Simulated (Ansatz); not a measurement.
Values for one crystal, relaxed and computed with plane-wave PAW r²SCAN (Ansatz code); other levels are named.

Volume per atom: 126.37 Å³
Electronic character: metallic (no gap)
Bulk modulus (Birch–Murnaghan fit): 1.6 GPa
Pressure derivative B′: 3.5
Density of states at the Fermi level: 1.2 states/eV per atom (mean over ±0.08 eV)
Gap with spin–orbit coupling: none (metallic)

Problem. Pick the material that matches.
A. Al, dhcp (α-La type)
B. Cs, I4_1/amd (Cs on 4b)
C. Co, dhcp (α-La type)
D. Lu, 9R (Sm type)

Solution. B, Cs, I4_1/amd (Cs on 4b)

The workflow started from a Materials Project entry (that database holds measured and hypothetical structures alike); the Crystallography Open Database copy checked does not list it. It is not the phase usual at ambient conditions (space group No. 229). The r²SCAN relaxation kept the symmetry of its start; whether a distortion lowers the energy is not shown. Spin–orbit coupling is left out wherever it is not named.

Potentials: the later of the program's two PAW sets.
